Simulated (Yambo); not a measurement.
Material: SiC (2H, space group P6_3mc, No. 186) under biaxial strain of +2 % along x and y, z relaxed; a = b = 3.138 Å, c = 5.029 Å, α = β = 90.00°, γ = 120.00° (4 atoms in the cell). The PBEsol cell relaxed from Materials Project entry mp-7140 was given a biaxial strain of +2 % along x and y, z relaxed, and the atoms were relaxed again.

With PBEsol (Quantum ESPRESSO, PseudoDojo norm-conserving, 82 Ry, without SOC), the gap between the mesh's edge points (Γ → K) is 2.260 eV.

Question: By how much does one-shot G0W0 (Yambo; 6×6×4 Γ-centred k mesh, 76 bands and a 8 Ry block in the screening, 76 bands in G with the Bruneval-Gonze terminator, plasmon pole fitted at 27.2 eV) open this gap, and what gap results?

Answer: The correction is 0.811 eV, giving 3.071 eV, 1.4 times the PBEsol value.  Convergence of the G0W0 settings was not tested.
